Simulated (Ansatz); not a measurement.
A geometry of Sb away from equilibrium: step 2 of the relaxation of a relaxed Sb cell, doubled along one cell vector, shaken by Gaussian noise of σ = 0.08 Å a coordinate. Method: r2SCAN (plane waves to 500 eV, PAW, scalar-relativistic; Ansatz, a first-principles code). Γ-centred k-mesh 9×5×9 on the run's cell (coarser than for final values), Fermi–Dirac smearing 0.05 eV.

```
CELL_PARAMETERS angstrom
      2.13710     1.22424     3.86357
     -4.38694     2.46083     7.78635
     -0.02284    -2.54256     3.90683
ATOMIC_POSITIONS crystal
  Sb 0.22943 0.12889 0.22770
  Sb 0.22882 0.61483 0.24392
  Sb 0.75931 0.38913 0.77114
  Sb 0.74851 0.88636 0.77817
```

Question: What forces act on the atoms (eV/Å)?

Answer: 
```tsv
atom	Fx	Fy	Fz
Sb1	0.29	-0.29	-0.52
Sb2	-0.24	0.37	-0.14
Sb3	-0.01	-0.21	0.08
Sb4	-0.04	0.14	0.58
```

Question: What is the pressure?

Answer: -0.9 GPa, compression positive.

Question: How much energy per atom can still be gained by relaxing?

Answer: 0.02 eV/atom; the path ends in R-3m (No. 166) (AFLOW prototype A_hR2_166_c (A7, as in As)).

No spin polarisation in the result.
